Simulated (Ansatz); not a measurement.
Structure: NaTlS₂ as one 4-atom ordering (P-4m2) on the zincblende lattice, at its r2SCAN minimum. The symmetry is P-4m2 (No. 115, tetragonal); conventional cell a = 4.104 Å, c = 6.639 Å, 27.96 Å³ an atom. Na has 4 S at 2.73 Å; S has 2 Tl at 2.55 Å and 2 Na at 2.73 Å; Tl has 4 S at 2.55 Å.

```cif
data_structure
_symmetry_space_group_name_H-M 'P 1'
_symmetry_Int_Tables_number 1
_cell_length_a 4.1045
_cell_length_b 4.1045
_cell_length_c 6.6389
_cell_angle_alpha 90.000
_cell_angle_beta 90.000
_cell_angle_gamma 90.000
_cell_volume 111.85
loop_
_atom_site_label
_atom_site_type_symbol
_atom_site_fract_x
_atom_site_fract_y
_atom_site_fract_z
_atom_site_occupancy
Na1 Na 0.00000 0.00000 0.00000 1
S1 S 0.00000 0.50000 0.27087 1
Tl1 Tl 0.50000 0.50000 0.50000 1
S2 S 0.50000 0.00000 0.72913 1
```

5 runs of the plane-wave code Ansatz on this cell differ in the functional (and in the settings that go with it). Levels are in eV from each run's valence top; v1 is the last filled band, c1 the first empty one.

Run A, mean stress +1.3 GPa (compression positive):

| point | v2 | v1 | c1 | c2 |
| --- | --- | --- | --- | --- |
| Γ | 0.00 | 0.00 | 0.80 | 3.61 |
| X | -0.93 | -0.06 | 2.18 | 5.86 |
| M | -1.51 | -0.88 | 2.42 | 4.06 |

Run B, mean stress -0.4 GPa (compression positive):

| point | v2 | v1 | c1 | c2 |
| --- | --- | --- | --- | --- |
| Γ | 0.00 | 0.00 | 2.37 | 5.26 |
| X | -0.84 | -0.16 | 3.94 | 7.69 |
| M | -1.72 | -1.07 | 4.17 | 5.71 |

Run C, mean stress -0.3 GPa (compression positive):

| point | v2 | v1 | c1 | c2 |
| --- | --- | --- | --- | --- |
| Γ | 0.00 | 0.00 | 1.70 | 4.56 |
| X | -0.84 | -0.14 | 3.21 | 6.96 |
| M | -1.70 | -1.04 | 3.44 | 5.00 |

Run D, mean stress -2.0 GPa (compression positive):

| point | v2 | v1 | c1 | c2 |
| --- | --- | --- | --- | --- |
| Γ | 0.00 | 0.00 | 0.60 | 3.35 |
| X | -0.96 | -0.05 | 2.05 | 5.61 |
| M | -1.57 | -0.91 | 2.27 | 3.78 |

Run E, mean stress +0.1 GPa (compression positive):

| point | v2 | v1 | c1 | c2 |
| --- | --- | --- | --- | --- |
| Γ | 0.00 | 0.00 | 1.88 | 4.75 |
| X | -0.86 | -0.13 | 3.40 | 7.13 |
| M | -1.69 | -1.01 | 3.63 | 5.20 |

Task: Match the runs to LDA, PBE, HSE06, DDH-PBE0, PBE0.

Result: A is PBE, B is PBE0, C is HSE06, D is LDA, E is DDH-PBE0. In order of the gap: LDA 0.60, PBE 0.80, HSE06 1.70, DDH-PBE0 1.88, PBE0 2.37 eV.

No spin polarisation and no zero-point or thermal motion; the cell was built from a prototype and may be hypothetical.

Spin-orbit coupling is left out; in compounds of Pb, Bi, Tl or Hg it can lower a gap by up to about 1 eV, split its edges or invert the bands.

The stress of a hybrid is loosely converged in these runs.

The meshes of the hybrids are coarse, so their gaps aren't converged to the digits shown.
